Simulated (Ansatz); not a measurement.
BC5 in space group P3m1 (No. 156; Pearson symbol hP6), PBE (plane waves, PAW; program Ansatz), all energies at zero smearing, with the estimated change up to a 700 eV cutoff added, with one set of potentials and settings (totals compare only within such a set). Cell of 6 atoms (1 B, 5 C): -1409.107 eV.

```json
[
 {"element": "B", "reference phase": "R-3m, 12 atoms in the cell", "E (eV/atom)": "-155.9170"},
 {"element": "C", "reference phase": "P6_3/mmc, 4 atoms in the cell", "E (eV/atom)": "-250.9463"}
]
```

Formation energy per atom, worked out: (-1409.107 − 1×(-155.9170) − 5×(-250.9463))/6 = 0.257 eV/atom (25 kJ per mol of atoms), at 0 K, without zero-point energy or fitted corrections.

The start of the workflow was typed in or built on a structure type; the Crystallography Open Database copy checked does not list it. Its standing as an ambient phase is unchecked. The cell was relaxed with PBE under the symmetry of its start; whether a distortion lowers the energy is not shown. Its formation energy is positive at this level, so the cell may be metastable or incomplete. The references are the lowest solids computed at this level, not always the standard phases.

Potentials: the earlier of the program's two PAW sets.
